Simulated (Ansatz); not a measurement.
SnS₂ (CdI2 type, P-3m1) at seven volumes, plane-wave PAW PBE (Ansatz code), shape and atoms relaxed at each. One row is withheld.

| V (Å³/atom) | P (GPa) |
|---|---|
| 25.146 | 0.38 |
| 25.975 | 0.20 |
| 26.804 | ? |
| 27.633 | 0.00 |
| 28.462 | -0.05 |
| 29.291 | -0.08 |
| 30.120 | -0.11 |

Question: Fit the shown pressures and predict the withheld one.

Answer: P = (3/2)B₀(x^(7/2) − x^(5/2))[1 + (3/4)(B′ − 4)(x − 1)] with x = (V₀/V)^(2/3). Least squares on the six rows gives V₀ = 27.653 Å³/atom, B₀ = 2.3 GPa, B′ = 12.91. At V = 26.804, x = 1.0210 and P = 0.09 GPa. The run itself gave 0.09 GPa.

Symmetry was held in the PBE relaxation. The volume lies over 15 % above that of the usual cell of this phase: another minimum, or an error of the functional. A crystal of weakly bound layers computed without a dispersion correction: the cell and the soft elastic constants depend strongly on that. Spin–orbit coupling is left out wherever it is not named.

Potentials: the later of the program's two PAW sets.
